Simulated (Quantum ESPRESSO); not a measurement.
One change at a time to AgCuRh4Ru2

All numbers below are calculated, not measured. They come from Quantum ESPRESSO 7.5, a public plane-wave density functional program. Each row is one single-point run on a made-up periodic cell of eight metal atoms, with elements, volume, strain and displacements drawn at random and not relaxed, so a cell may be unstable or far from any real phase. There is no spin polarisation or spin-orbit coupling.

Settings: PBE unless stated; PseudoDojo standard norm-conserving files; Fermi-Dirac width 0.25 eV, which means electrons at about 2900 K; cutoff 1252 eV; 9 x 4 x 3 k mesh shifted half a step off Gamma. E is the free energy of the whole cell (internal energy minus TS), so a -TS column is already part of it. Stress is positive in tension, and the pressure P is minus a third of its trace.

Checks: one run of this series was repeated at a higher cutoff and on a denser mesh, which moved values by no more than 0.003 eV, 0.07 GPa and 0.011 eV/Å, and a second program with other atomic files agreed on it to 2 % rms in force and 0.5 GPa in pressure. Known limits: the copper pseudopotential is less sure than most, with forces differing by about three percent and pressure by about two GPa from a second method on plain copper; a spin test at this wide smearing found no moment, but such smearing suppresses magnetism that the real alloy may have.

The lattice is face-centred cubic, and the cell vectors in Å are (-0.029, -2.002, -2.010); (-5.963, -2.048, -0.041); (-1.971, 3.923, -5.979), a volume of 125.96 Å³ in run 1. The elements on sites 1 to 8 are Ag Ru Rh Rh Rh Cu Rh Ru. Each later run makes one change to run 1 and keeps the rest. E is counted from run 1, and is n/a where other atomic files have another zero of energy.

| run | change | V (Å³) | P (GPa) | -TS (eV) | rms force (eV/Å) | largest change of a force component (eV/Å) | E (eV) |
|---|---|---|---|---|---|---|---|
| 1 | none | 125.96 | -12.81 | -2.351 | 0.735 | 0.000 | 0.000 |
| 2 | sites 1 and 4 exchanged | 125.96 | -12.75 | -2.362 | 0.738 | 1.345 | 0.019 |
| 3 | all lengths scaled by -1.70 % | 119.64 | -4.70 | -2.195 | 0.874 | 0.366 | ? |
| 4 | PBEsol in place of PBE | 125.96 | -20.96 | -2.344 | 0.702 | 0.100 | n/a |
| 5 | site 4 moved by -0.10 Å along x | 125.96 | -13.27 | -2.347 | 0.677 | 0.665 | -0.090 |

## Worked estimate

Along a uniform scaling dE = -P dV. The mean of the two pressures is -8.755 GPa and the volume changes by -6.32 Å³, with 160.2 GPa to one eV/Å³. The same two rows give -V dP/dV = 158 GPa for this cell with clamped atoms, which is not the bulk modulus of a real alloy.

## Withheld value

Question: what E should run 3 give?

The estimate is -0.345 eV. The calculation gave -0.353 eV. The mean of two end points misses the curvature of P, and the finite cutoff adds a little.
